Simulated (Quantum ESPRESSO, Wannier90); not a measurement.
## Wannier functions of Se (R-3)

```
begin unit_cell_cart
ang
    0.0000000000    0.0000000000    4.8395190000
   -5.6553249495   -3.2651033819   -1.6131730000
    5.6553249495   -3.2651033819   -1.6131730000
end unit_cell_cart
begin atoms_frac
Se   0.0927300000  0.2435900000  0.3668200000
Se  -0.0927300000 -0.2435900000 -0.3668200000
Se  -0.2740900000 -0.3668200000 -0.1232300000
Se   0.2740900000  0.3668200000  0.1232300000
Se  -0.1508600000  0.1232300000 -0.2435900000
Se   0.1508600000 -0.1232300000  0.2435900000
end atoms_frac
```

Structure: Materials Project mp-147, symmetrised, not relaxed again. COD (Crystallography Open Database) has the formula in 4 space groups, this one among them (matched by group alone). Method: PBEsol plane waves in Quantum ESPRESSO 7.5 (PseudoDojo norm-conserving files, 69 Ry, no spin polarisation, no spin-orbit coupling), Bloch states on a 4×4×4 mesh through Γ, Wannier90 4.0.1. Density: 8×8×8 mesh, cold smearing 0.01 Ry. The cell is built of weakly bound layers, chains or molecules, whose nearest atoms lie 3.42 Å apart. Database cells relaxed without dispersion often hold them too far apart, which can enlarge gaps and weakens couplings between them; spacing and stacking were not compared with the measured crystal. Spin-orbit coupling, left out, would split the p-like bands by a few tenths of an eV.

Band 31 is isolated and gives one Wannier function a cell (Se2 4s 15 %, Se1 4s 15 %, Se3 4s 15 %; spread 4.72 Å²). Its on-site energy is ε = -15.178 eV relative to the valence-band maximum, and its hoppings t(R) = t(−R) to the nearer images are (images within this range that aren't listed have |t| under 5 meV):

| R (lattice vectors; −R alike) | distance (Å) | t (eV) |
|---|---|---|
| 1 0 0 | 4.84 | -0.016 |
| 0 0 1 | 6.73 | -0.031 |
| 0 1 0 | 6.73 | -0.031 |
| 1 1 1 | 6.73 | -0.031 |
| 0 1 1 | 7.28 | -0.010 |
| 1 0 1 | 7.28 | -0.010 |
| 1 1 0 | 7.28 | -0.010 |

Question: Work out the band energy at Γ, L, T, P_0 from these numbers.

Answer: For one orbital E(k) = ε + Σ_R 2 t(R) cos(2π k·R), the sum over the listed R.
- Γ, k = (0.000, 0.000, 0.000): E = -15.178 + (-0.016)·(2.00) + (-0.031)·(6.00) + (-0.010)·(6.00) = -15.46 eV; pw.x: -15.43 eV
- L, k = (0.500, -0.500, 0.000): E = -15.178 + (-0.016)·(-2.00) + (-0.031)·(2.00) + (-0.010)·(-2.00) = -15.19 eV; pw.x: -15.19 eV
- T, k = (0.500, -0.500, 0.500): E = -15.178 + (-0.016)·(-2.00) + (-0.031)·(-6.00) + (-0.010)·(6.00) = -15.02 eV; pw.x: -15.01 eV
- P_0, k = (-0.378, -0.207, 0.793): E = -15.178 + (-0.016)·(-1.44) + (-0.031)·(1.59) + (-0.010)·(-5.16) = -15.15 eV; pw.x: -15.15 eV

At these points the listed shells miss the plane-wave band by up to 0.03 eV, of a width of 0.42 eV on the path. With all its hoppings the model misses the band by 6.9 meV at worst on the whole path; the listed shells hold nearly all of the dispersion.
